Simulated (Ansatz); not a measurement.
Space group P6_3/mmc (No. 194). a = 3.456 Å, b = 3.456 Å, c = 11.350 Å, α = 90.00°, β = 90.00°, γ = 120.00°
| atom | site | symmetry | x | y | z |
| --- | --- | --- | --- | --- | --- |
| Tl | 2a | -3m. | 0.0000 | 0.0000 | 0.0000 |
| Tl | 2c | -6m2 | 0.3333 | 0.6667 | 0.2500 |

Equation of state of this Tl structure (not necessarily the ground state), with shape and atoms relaxed at each volume where symmetry leaves them free. It has no gap at any of these volumes. These are results of DFT PBE+D3(BJ), scalar-relativistic, plane waves, PAW in Ansatz, not measurements.

Plane waves to 420 eV, a k mesh through Γ of 15×15×4 on the computed 4-atom cell and Gaussian smearing (0.10 eV); no spin polarisation.

```csv
V (Å³/atom),E − E(largest V) (meV/atom),P (GPa)
25.833,32.68,5.99
26.714,5.30,4.03
27.594,-12.29,2.42
28.475,-21.83,1.09
29.356,-24.74,0.00
30.236,-22.17,-0.90
31.117,-15.09,-1.64
32.291,0.00,-2.42
```

Task: Fit a third-order Birch–Murnaghan equation to E(V).

Result: V0 = 29.35 Å³/atom, B0 = 33 GPa, B0' = 5.4.

Spin-orbit coupling is left out, which matters for the bands of heavy elements.